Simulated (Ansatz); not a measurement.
## ZnBi2: relaxation (Ansatz)

The command:

```bash
ansatz run input.yaml --threads 2 --pin off --max-ram 2560MiB --backend cpu --events-out ev --progress --plain --runs-dir out
```

The input file (Ansatz 0.2.0, plane waves):

```yaml
crystal:
  lattice:
    - [0.0, 0.0, 5.660147]
    - [5.650768, 0.0, 0.0]
    - [2.825384, 5.306564, -2.830074]
  atoms:
    - { symbol: Bi, position: [0.11811, 0.1032, 0.23622] }
    - { symbol: Bi, position: [0.88189, 0.8968, 0.76378] }
    - { symbol: Bi, position: [0.38189, 0.33942, 0.76378] }
    - { symbol: Bi, position: [0.61811, 0.66058, 0.23622] }
    - { symbol: Zn, position: [0.25, 0.0, 0.0] }
    - { symbol: Zn, position: [0.75, 0.0, 0.0] }
  symmetry: { tolerance: 0.0003 }
kpoints:
  mp_grid: { grid: [5, 5, 5], shift: [0, 0, 0] }
magnetization:
  spin_polarized: false
scf:
  occupations: { method: fermi_dirac }
  lower_state_search: "off"
hamiltonian:
  pseudopotentials: { kind: paw }
  xc: pbe
basis:
  ecutwfc: 420
  fft_grid_basis: typed
relax:
  max_steps: 80
output:
  forces: true
  stress: true
  eigenvalues: true
  bader: true
  populations: true
  elf: true
  write_potential: true
  volumetric_format: npy
  dos:
    e_range: [-12, 8]
    de: 0.05
    projected: { site_lists: { Bi: [Bi], Zn: [Zn] } }
checkpoint:
  read: saved_state
```

Origin of the cell: a known structure type with other elements, at an estimated volume, so it need not be a known compound.

The smearing width isn't typed, so it takes its default of 0.1 eV.

The saved state is a converged single point of the same cell.

Steps:

```json
{"step": "1", "ΔF (meV/atom)": "0.0", "max force component (eV/Å)": "6.170", "SCF iterations": "7", "step was": "accepted"}
{"step": "2", "ΔF (meV/atom)": "-827.4", "max force component (eV/Å)": "3.239", "SCF iterations": "6", "step was": "accepted"}
{"step": "3", "ΔF (meV/atom)": "-1251.6", "max force component (eV/Å)": "1.673", "SCF iterations": "6", "step was": "accepted"}
{"step": "4", "ΔF (meV/atom)": "-1442.3", "max force component (eV/Å)": "0.794", "SCF iterations": "6", "step was": "accepted"}
{"step": "5", "ΔF (meV/atom)": "-1504.8", "max force component (eV/Å)": "0.268", "SCF iterations": "6", "step was": "accepted"}
{"step": "6", "ΔF (meV/atom)": "-1519.1", "max force component (eV/Å)": "0.113", "SCF iterations": "6", "step was": "accepted"}
{"step": "7", "ΔF (meV/atom)": "-1497.9", "max force component (eV/Å)": "0.558", "SCF iterations": "7", "step was": "rejected"}
{"step": "8", "ΔF (meV/atom)": "-1521.2", "max force component (eV/Å)": "0.046", "SCF iterations": "8", "step was": "accepted"}
{"step": "9", "ΔF (meV/atom)": "-1521.9", "max force component (eV/Å)": "0.012", "SCF iterations": "6", "step was": "accepted"}
{"step": "10", "ΔF (meV/atom)": "-1521.9", "max force component (eV/Å)": "0.002", "SCF iterations": "5", "step was": "accepted"}
```

Step 1, with forces in eV/Å:

```xyz
6
Lattice="0.000 0.000 5.660 5.651 0.000 0.000 2.825 5.307 -2.830" Properties=species:S:1:pos:R:3:forces:R:3 pbc="T T T" step=1
Bi    1.251    1.254    0.000    6.170    6.073    0.000
Bi    7.226    4.053    2.830   -6.170   -6.073    0.000
Bi    4.076    4.053    0.000    6.170   -6.073    0.000
Bi    4.400    1.254    2.830   -6.170    6.073    0.000
Zn    0.000    0.000    1.415    0.000    0.000    0.000
Zn    0.000    0.000    4.245    0.000    0.000    0.000
```

Step 2, with forces in eV/Å:

```xyz
6
Lattice="0.000 0.000 5.660 5.651 0.000 0.000 2.825 5.307 -2.830" Properties=species:S:1:pos:R:3:forces:R:3 pbc="T T T" step=2
Bi    1.391    1.390    0.000    3.239    3.050    0.000
Bi    7.086    3.917    2.830   -3.239   -3.050    0.000
Bi    4.216    3.917    0.000    3.239   -3.050    0.000
Bi    4.260    1.390    2.830   -3.239    3.050    0.000
Zn    0.000    0.000    1.415    0.000    0.000    0.000
Zn    0.000    0.000    4.245    0.000    0.000    0.000
```

Step 3, with forces in eV/Å:

```xyz
6
Lattice="0.000 0.000 5.660 5.651 0.000 0.000 2.825 5.307 -2.830" Properties=species:S:1:pos:R:3:forces:R:3 pbc="T T T" step=3
Bi    1.548    1.512    0.000    1.673    1.372    0.000
Bi    6.928    3.795    2.830   -1.673   -1.372    0.000
Bi    4.374    3.795    0.000    1.673   -1.372    0.000
Bi    4.102    1.512    2.830   -1.673    1.372    0.000
Zn    0.000    0.000    1.415    0.000    0.000    0.000
Zn    0.000    0.000    4.245    0.000    0.000    0.000
```

Step 4, with forces in eV/Å:

```xyz
6
Lattice="0.000 0.000 5.660 5.651 0.000 0.000 2.825 5.307 -2.830" Properties=species:S:1:pos:R:3:forces:R:3 pbc="T T T" step=4
Bi    1.723    1.598    0.000    0.794    0.449    0.000
Bi    6.753    3.709    2.830   -0.794   -0.449    0.000
Bi    4.548    3.709    0.000    0.794   -0.449    0.000
Bi    3.928    1.598    2.830   -0.794    0.449    0.000
Zn    0.000    0.000    1.415    0.000    0.000    0.000
Zn    0.000    0.000    4.245    0.000    0.000    0.000
```

Step 5, with forces in eV/Å:

```xyz
6
Lattice="0.000 0.000 5.660 5.651 0.000 0.000 2.825 5.307 -2.830" Properties=species:S:1:pos:R:3:forces:R:3 pbc="T T T" step=5
Bi    1.915    1.568    0.000    0.268    0.048    0.000
Bi    6.561    3.738    2.830   -0.268   -0.048    0.000
Bi    4.740    3.738    0.000    0.268   -0.048    0.000
Bi    3.736    1.568    2.830   -0.268    0.048    0.000
Zn    0.000    0.000    1.415    0.000    0.000    0.000
Zn    0.000    0.000    4.245    0.000    0.000    0.000
```

Step 6, with forces in eV/Å:

```xyz
6
Lattice="0.000 0.000 5.660 5.651 0.000 0.000 2.825 5.307 -2.830" Properties=species:S:1:pos:R:3:forces:R:3 pbc="T T T" step=6
Bi    2.018    1.501    0.000    0.113   -0.048    0.000
Bi    6.458    3.805    2.830   -0.113    0.048    0.000
Bi    4.844    3.805    0.000    0.113    0.048    0.000
Bi    3.632    1.501    2.830   -0.113   -0.048    0.000
Zn    0.000    0.000    1.415    0.000    0.000    0.000
Zn    0.000    0.000    4.245    0.000    0.000    0.000
```

Step 8, with forces in eV/Å:

```xyz
6
Lattice="0.000 0.000 5.660 5.651 0.000 0.000 2.825 5.307 -2.830" Properties=species:S:1:pos:R:3:forces:R:3 pbc="T T T" step=8
Bi    2.048    1.482    0.000    0.042   -0.046    0.000
Bi    6.428    3.824    2.830   -0.042    0.046    0.000
Bi    4.874    3.824    0.000    0.042    0.046    0.000
Bi    3.602    1.482    2.830   -0.042   -0.046    0.000
Zn    0.000    0.000    1.415    0.000    0.000    0.000
Zn    0.000    0.000    4.245    0.000    0.000    0.000
```

Step 10, with forces in eV/Å:

```xyz
6
Lattice="0.000 0.000 5.660 5.651 0.000 0.000 2.825 5.307 -2.830" Properties=species:S:1:pos:R:3:forces:R:3 pbc="T T T" step=10
Bi    2.067    1.459    0.000   -0.002   -0.001    0.000
Bi    6.409    3.848    2.830    0.002    0.001    0.000
Bi    4.892    3.848    0.000   -0.002    0.001    0.000
Bi    3.584    1.459    2.830    0.002   -0.001    0.000
Zn    0.000    0.000    1.415    0.000    0.000    0.000
Zn    0.000    0.000    4.245    0.000    0.000    0.000
```

* Free energy lowered by: 1521.9 meV/atom
* Final pressure: 1.70 GPa
* Relaxation steps listed: 10

Caveats: no spin-orbit coupling, though heavy elements are present; the SCF threshold is looser than advised for a stress; the given cell is far from equilibrium, with atoms too close or a volume far off; the relaxation held the start's symmetry, so the end may be a saddle point.

It ran for 2.9 min on 2 threads of Arm Neoverse N1 (shared host), peak memory 0.56 GiB, from a saved density.
